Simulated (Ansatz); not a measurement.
W:
```cif
data_W
_chemical_formula_sum 'W1'
_space_group_name_H-M_alt 'P 1'
_space_group_IT_number 1
_cell_length_a 2.75717
_cell_length_b 2.75717
_cell_length_c 2.75717
_cell_angle_alpha 109.471
_cell_angle_beta 109.471
_cell_angle_gamma 109.471
loop_
_space_group_symop_operation_xyz
  'x, y, z'
loop_
_atom_site_label
_atom_site_type_symbol
_atom_site_fract_x
_atom_site_fract_y
_atom_site_fract_z
_atom_site_occupancy
W1 W 0.00000 0.00000 0.00000 1
```

Relaxed with PBE.

Problem. Which orbitals make up the states near the Fermi level in plane-wave PAW PBE (Ansatz code)?

Solution. Within 0.5 eV of the Fermi level: W 5d 87 %, outside the projected shells 9 %. Projections are on Löwdin-orthogonalised atomic valence shells; empty p or d shells of many metals are not among them.

Problem. Tabulate the density of states.

Solution. States/eV per cell of 1 atom, in 0.25 eV bins, energy from the Fermi level.

| E (eV) | total | W 5d | W 6s | W 5p |
|---|---|---|---|---|
| -7.85 | 0.09 | 0.00 | 0.08 | 0.00 |
| -7.60 | 0.11 | 0.01 | 0.09 | 0.00 |
| -7.35 | 0.12 | 0.01 | 0.10 | 0.00 |
| -7.10 | 0.14 | 0.02 | 0.11 | 0.00 |
| -6.85 | 0.17 | 0.03 | 0.13 | 0.01 |
| -6.60 | 0.20 | 0.04 | 0.14 | 0.01 |
| -6.35 | 0.26 | 0.07 | 0.17 | 0.01 |
| -6.10 | 0.55 | 0.30 | 0.23 | 0.01 |
| -5.85 | 0.63 | 0.37 | 0.23 | 0.01 |
| -5.60 | 0.70 | 0.46 | 0.22 | 0.01 |
| -5.35 | 0.78 | 0.56 | 0.20 | 0.01 |
| -5.10 | 0.86 | 0.66 | 0.18 | 0.01 |
| -4.85 | 1.02 | 0.83 | 0.16 | 0.01 |
| -4.60 | 1.15 | 0.98 | 0.15 | 0.02 |
| -4.35 | 0.89 | 0.78 | 0.09 | 0.01 |
| -4.10 | 0.49 | 0.44 | 0.03 | 0.01 |
| -3.85 | 0.36 | 0.34 | 0.02 | 0.00 |
| -3.60 | 0.53 | 0.51 | 0.01 | 0.01 |
| -3.35 | 1.74 | 1.69 | 0.01 | 0.02 |
| -3.10 | 1.97 | 1.91 | 0.02 | 0.02 |
| -2.85 | 1.27 | 1.21 | 0.03 | 0.01 |
| -2.60 | 1.11 | 1.04 | 0.04 | 0.01 |
| -2.35 | 1.14 | 1.03 | 0.06 | 0.01 |
| -2.10 | 1.72 | 1.49 | 0.13 | 0.02 |
| -1.85 | 1.71 | 1.47 | 0.15 | 0.02 |
| -1.60 | 1.14 | 0.99 | 0.09 | 0.01 |
| -1.35 | 0.88 | 0.76 | 0.06 | 0.01 |
| -1.10 | 0.46 | 0.36 | 0.05 | 0.01 |
| -0.85 | 0.39 | 0.30 | 0.04 | 0.00 |
| -0.60 | 0.37 | 0.29 | 0.03 | 0.00 |
| -0.35 | 0.37 | 0.30 | 0.02 | 0.00 |
| -0.10 | 0.38 | 0.32 | 0.02 | 0.00 |
| 0.15 | 0.53 | 0.47 | 0.02 | 0.00 |
| 0.40 | 0.69 | 0.63 | 0.02 | 0.00 |
| 0.65 | 0.72 | 0.68 | 0.02 | 0.00 |
| 0.90 | 0.77 | 0.74 | 0.02 | 0.00 |
| 1.15 | 0.87 | 0.83 | 0.02 | 0.00 |
| 1.40 | 1.01 | 0.97 | 0.02 | 0.00 |
| 1.65 | 1.09 | 1.05 | 0.01 | 0.00 |
| 1.90 | 1.10 | 1.07 | 0.01 | 0.00 |
| 2.15 | 1.22 | 1.19 | 0.01 | 0.00 |
| 2.40 | 1.11 | 1.09 | 0.01 | 0.00 |
| 2.65 | 1.21 | 1.17 | 0.02 | 0.00 |
| 2.90 | 1.89 | 1.82 | 0.06 | 0.00 |
| 3.15 | 2.51 | 2.35 | 0.12 | 0.00 |
| 3.40 | 1.09 | 0.89 | 0.15 | 0.00 |
| 3.65 | 0.74 | 0.56 | 0.12 | 0.00 |
| 3.90 | 0.59 | 0.44 | 0.10 | 0.00 |
| 4.15 | 0.53 | 0.39 | 0.08 | 0.00 |
| 4.40 | 0.49 | 0.36 | 0.07 | 0.00 |
| 4.65 | 0.47 | 0.34 | 0.07 | 0.00 |

Space group Im-3m (bcc (W type)). The cell was relaxed with PBE under the symmetry of its start. No spin polarisation was allowed. Spin–orbit coupling is left out wherever it is not named.

Potentials: the earlier of the program's two PAW sets.
